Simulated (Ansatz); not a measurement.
# H in Bi$_{2}$Se$_{3}$

These are results of DFT PBE+D3(BJ), scalar-relativistic, plane waves, PAW (Ansatz 0.2.0), not measurements.

Settings: cutoff 420 eV, Γ-centred mesh 12×12×12 on the computed 5-atom cell, Gaussian smearing of 0.01 eV; no spin polarisation for the host; each changed cell takes a mesh and smearing chosen by its own gap and starts from the host's moments or customary ones, or runs without spin. Cells and atoms are relaxed to the nearest stationary point that keeps the symmetry of their start (forces under 0.02 to 0.04 eV/Å, stress under 0.1 to 0.2 GPa); energies are at zero smearing, without zero-point or thermal terms.

Relaxed host (gap on the mesh 0.17 eV):

```
Bi Se
1.0
     2.07033    1.19530    9.51128
    -2.07033    1.19530    9.51128
     0.00000   -2.39061    9.51128
Bi Se
2 3
Direct
  0.40078 0.40078 0.40078
  0.59922 0.59922 0.59922
  0.00000 0.00000 0.00000
  0.21070 0.21070 0.21070
  0.78930 0.78930 0.78930
```

Cases: (1) 1 H in a 1×1×1 repeat of the cell, at (0.500 0.500 0.500) in fractions of that repeat, 2.70 Å from the nearest atom of the relaxed host; (2) 2 H in a 1×1×1 repeat of the cell, at (0.111 0.111 0.111), (0.889 0.889 0.889) in fractions of that repeat, 2.41 Å from the nearest atom of the relaxed host.

Q: Give the energy per H taken from half an H2 molecule (negative: uptake is favourable), the swelling and the final surroundings.

A:
| case | formula | energy per H (eV) | ΔV (%) | principal strains (%) | nearest host atoms of the first H | gap (eV) |
| --- | --- | --- | --- | --- | --- | --- |
| 1 | Bi2HSe3 | 1.97 | -1.0 | +5.1 +5.1 -10.3 | 8 (BiSe) from 2.42 Å | 0 |
| 2 | Bi2H2Se3 | 1.77 | +4.8 | +2.6 +1.1 +1.1 | 3 (Se) from 2.42 Å | 0 |

Each ion keeps what symmetry its start has, so a lower place off a symmetric site can be missed, above all for H. Here H ends farther from every host atom than a bond reaches, much like a free atom; bound to one of them it would lie far lower.

Relaxed structure of case 2, the lowest per ion:

```cif
data_structure
_symmetry_space_group_name_H-M 'R-3m:H'
_symmetry_Int_Tables_number 166
_cell_length_a 4.1853
_cell_length_b 4.1853
_cell_length_c 29.2658
_cell_angle_alpha 90.000
_cell_angle_beta 90.000
_cell_angle_gamma 120.000
_cell_volume 443.97
loop_
_atom_site_label
_atom_site_type_symbol
_atom_site_symmetry_multiplicity
_atom_site_Wyckoff_symbol
_atom_site_fract_x
_atom_site_fract_y
_atom_site_fract_z
_atom_site_occupancy
Bi1 Bi 6 c 0.66667 0.33333 0.73111 1
Se1 Se 3 a 0.00000 0.00000 0.00000 1
Se2 Se 6 c 0.33333 0.66667 0.88456 1
H1 H 6 c 0.33333 0.66667 0.77928 1
```

Spin-orbit coupling is left out. Spin polarisation was left out, and a magnetic state may lie lower.

Cost: 3 runs of about 19 core-minutes in all, on Arm Neoverse V1 (shared hosts).